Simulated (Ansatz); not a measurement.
LaB3N4 (ordering on wurtzite): the band gap by level of theory

All numbers come from Ansatz. All values are calculated for a non-magnetic cell, which may be hypothetical.

The cell is LaB3N4 as one 8-atom ordering (P3m1) on the wurtzite lattice; cell and atoms were relaxed with r2SCAN. Space group P3m1 (No. 156), trigonal; conventional cell a = 2.813 Å, c = 10.107 Å, 8.66 Å³ an atom. B has 4 N at 1.57–1.70 Å; B has 4 N at 1.48–1.71 Å; B has 4 N at 1.55–1.71 Å; La has 4 N at 2.21–2.47 Å; N has 4 B at 1.57–1.71 Å; N has 1 B at 1.48 Å and 3 La at 2.21 Å; N has 4 B at 1.55–1.71 Å; N has 3 B at 1.70 Å and 1 La at 2.47 Å.

```xyz
8
Lattice="2.8131 0.0000 0.0000 -1.4065 2.4362 0.0000 0.0000 0.0000 10.1074" Properties=species:S:1:pos:R:3 pbc="T T T"
B     0.0000    1.6241    0.4981
B     0.0000    1.6241    4.6730
B     1.4065    0.8121    2.5925
La    1.4065    0.8121    7.6530
N     0.0000    1.6241    2.0673
N     0.0000    1.6241    6.1559
N     1.4065    0.8121    4.1445
N     1.4065    0.8121   10.1186
```

Relaxed lattice by functional, symmetry kept:

| functional | k mesh | a (Å) | c (Å) | volume (Å³/atom) |
| --- | --- | --- | --- | --- |
| PBE | 12×12×4 | 2.819 | 10.157 | 8.74 |
| r2SCAN | 12×12×2 | 2.813 | 10.107 | 8.66 |

Gaps on the r2SCAN cell, each the least over its mesh and the special points:

| level | k mesh | gap (eV) | kind | edges | least direct gap (eV) | rough cost |
| --- | --- | --- | --- | --- | --- | --- |
| PBE | 12×12×4 | none (overlap 0.45) | – | – | – | 29 core-seconds |
| PBE+SOC | 12×12×4 | none (overlap 0.43) | – | – | – | 5 core-minutes |
| r2SCAN | 12×12×4 | none (overlap 0.45) | – | – | – | 50 core-seconds |

All runs use a smearing of 0.02 eV.
Wave cutoffs: 420 eV, 500 eV (r2SCAN).
Costs come from shared machines and give only the order; PBE's includes the band path. The runs had 4 threads of Arm Neoverse V1, on a shared host.

r2SCAN gives no gap: the lowest nominally empty band dips 0.45 eV below the top of the last filled one (its bottom at M, the top at K), so the cell is a metal or semimetal at this level. PBE+SOC gives no gap: the lowest nominally empty band dips 0.43 eV below the top of the last filled one (its bottom at M, the top at K), so the cell is a metal or semimetal at this level.

No level opens a gap, but no hybrid is among them, and semilocal functionals can close a real gap.

Only the levels marked +SOC include spin-orbit coupling.
